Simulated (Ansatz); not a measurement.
# LiTbBr3, before and after

The guess for LiTbBr3 was made by a generator: random cell by space group and Wyckoff sites (P6/mmm, No. 191). Lengths were set from tabulated atomic sizes, so they are only a guess.

start.cif

```cif
data_structure
_symmetry_space_group_name_H-M 'P 1'
_symmetry_Int_Tables_number 1
_cell_length_a 5.5332
_cell_length_b 5.5332
_cell_length_c 5.3239
_cell_angle_alpha 90.000
_cell_angle_beta 90.000
_cell_angle_gamma 120.000
_cell_volume 141.16
loop_
_atom_site_label
_atom_site_type_symbol
_atom_site_fract_x
_atom_site_fract_y
_atom_site_fract_z
_atom_site_occupancy
Li1 Li 0.00000 0.00000 0.00000 1
Tb1 Tb 0.00000 0.00000 0.50000 1
Br1 Br 0.50000 0.00000 0.00000 1
Br2 Br 0.00000 0.50000 0.00000 1
Br3 Br 0.50000 0.50000 0.00000 1
```

Computed with Ansatz 0.2.0, DFT PBE, scalar-relativistic, plane waves, PAW, and for the lanthanide a 4f-in-core norm-conserving potential. Cutoff 690 eV, Gaussian smearing, Γ-centred meshes. Cell and atoms relax first on a coarse mesh and then on a finer one. In between, the cell is made exact in the group found at 0.06 Å. In metals the finer mesh still leaves noise of several meV/atom or more. The steps can't lower the symmetry of their start. No spin polarisation.

end.cif

```cif
data_structure
_symmetry_space_group_name_H-M 'P 1'
_symmetry_Int_Tables_number 1
_cell_length_a 6.3597
_cell_length_b 6.3597
_cell_length_c 5.3978
_cell_angle_alpha 90.000
_cell_angle_beta 90.000
_cell_angle_gamma 120.000
_cell_volume 189.07
loop_
_atom_site_label
_atom_site_type_symbol
_atom_site_fract_x
_atom_site_fract_y
_atom_site_fract_z
_atom_site_occupancy
Li1 Li 0.00000 0.00000 0.00000 1
Tb1 Tb 0.00000 0.00000 0.50000 1
Br1 Br 0.50000 0.00000 0.00000 1
Br2 Br 0.00000 0.50000 0.00000 1
Br3 Br 0.50000 0.50000 0.00000 1
```

The symmetry stays P6/mmm (No. 191). The volume per atom grows by 33.9 %, from 28.2 to 37.8 Å³. The shortest distance goes from 2.66 Å (Li–Tb) to 2.70 Å (Li–Tb). The ratio c/a of the conventional cell changes by a factor of 0.88. The energy falls by about 0.30 eV/atom (the start's value is from the coarse mesh).

```
Volume per atom                          : 37.81 Å³
Density                                  : 3.56 g/cm³
Formation energy                         : +0.20 eV/atom
Gap on the 6×6×8 mesh of the 5-atom cell : 0 eV (a metal)
```

Formation energies are uncorrected and refer to the elements' standard structures at the same level. The references include crystalline Br. It can't be a ground state, since the elements alone are lower.

The last run used Gaussian smearing of 0.10 eV. An odd number of valence electrons (the lanthanide is held trivalent, its 4f shell in the core) allows no gap without spin; another valence of the lanthanide, a larger cell or a magnetic state could open one. The cell is a metal run without spin; a magnetic state may lie lower. The reference form of Br is held partly by dispersion forces, which this level lacks. Symmetry constrained the relaxation, so the result can be a saddle point. In all, the 3 runs took 5.7 min on 1 thread of Intel(R) Xeon(R) Processor @ 2.50GHz (Skylake/Cascade Lake), on a shared host. Another cell of LiTbBr3 relaxed alike, in P4mm, lies 1.45 eV/atom lower, so this cell isn't the stable form at this level.

The lanthanide is trivalent by construction, without f bands, f moments or other valences. The reference runs of the other elements, and any phases without the lanthanide, used 420 eV, which shifts energies against them by under 10 meV/atom. The lanthanide's reference is the lowest of its hcp, dhcp and fcc cells.
